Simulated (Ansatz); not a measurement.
Cu$_{3}$Sb:
```yaml
crystal:
  lattice:
    - [4.19316, 0.00000, 0.00000]
    - [0.00000, 5.35105, 0.00000]
    - [0.00000, 0.00000, 5.11965]
  atoms:
    - { symbol: Cu, position: [0.50000, 0.00000, 0.27531] }
    - { symbol: Cu, position: [0.00000, 0.50000, 0.72469] }
    - { symbol: Cu, position: [0.00000, 0.24638, 0.14418] }
    - { symbol: Cu, position: [0.00000, 0.75362, 0.14418] }
    - { symbol: Cu, position: [0.50000, 0.25362, 0.85582] }
    - { symbol: Cu, position: [0.50000, 0.74638, 0.85582] }
    - { symbol: Sb, position: [0.00000, 0.00000, 0.64964] }
    - { symbol: Sb, position: [0.50000, 0.50000, 0.35036] }
```

Relaxed with PBEsol. Special points in fractions of this cell's reciprocal vectors: Γ (0.000, 0.000, 0.000); X (0.500, 0.000, 0.000); S (0.500, 0.500, 0.000); Y (0.000, 0.500, 0.000); Z (0.000, 0.000, 0.500); U (0.500, 0.000, 0.500); R (0.500, 0.500, 0.500); T (0.000, 0.500, 0.500).

Problem. List the band energies nearest the Fermi level at these points for PBEsol (plane waves, PAW; program Ansatz).

Solution. In eV from the Fermi level; about four levels below and three above (degenerate sets whole), none deeper than 8.9 eV; points with the same levels are listed once.

```
k                    below                above
-  -----------------------  -------------------
Γ  -2.07 -1.82 -0.49 -0.09       0.24 1.54 1.77
X  -1.60 -1.60 -0.17 -0.17  2.86 2.86 3.33 3.33
S  -0.52 -0.52 -0.13 -0.13  0.64 0.64 4.22 4.22
Y  -1.61 -1.61 -0.58 -0.58  0.72 0.72 2.52 2.52
Z  -1.81 -1.23 -0.69 -0.33       0.63 1.85 2.79
U  -2.05 -2.05 -2.05 -2.05  0.02 0.02 1.70 1.70
R  -2.27 -2.27 -2.13 -2.13  3.82 3.82 4.27 4.27
T  -2.51 -2.51 -0.07 -0.07  0.47 0.47 1.86 1.86
```

Space group Pmmn. The workflow started from a Materials Project entry (that database holds measured and hypothetical structures alike); the Crystallography Open Database copy checked does not list it. Its standing as an ambient phase is unchecked. Symmetry was held in the PBEsol relaxation; its stability against distortions is not shown here. The run is not spin-polarised. Spin–orbit coupling is left out wherever it is not named.

Potentials: the later of the program's two PAW sets.
